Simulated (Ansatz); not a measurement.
MoS2 in space group R3m (No. 160; Mo on 3a, S on 3a, S on 3a) at seven volumes, r²SCAN+D4 in the plane-wave PAW code Ansatz, shape and atoms relaxed at each. One row is withheld.

```csv
V (Å³/atom),P (GPa)
16.494,?
17.038,3.19
17.582,1.31
18.126,0.00
18.669,-0.87
19.213,-1.37
19.757,-1.51
```

Task: Fit the shown pressures and predict the withheld one.

Result: Third-order Birch–Murnaghan: P = (3/2)B₀(x^(7/2) − x^(5/2))[1 + (3/4)(B′ − 4)(x − 1)] with x = (V₀/V)^(2/3). Least squares on the six rows gives V₀ = 18.117 Å³/atom, B₀ = 35.42 GPa, B′ = 13.63. At V = 16.494, x = 1.0646 and P = 5.88 GPa. The run itself gave 5.75 GPa.

The cell was relaxed with r²SCAN+D4 under the symmetry of its start. No spin polarisation was allowed.

Potentials: the earlier of the program's two PAW sets.
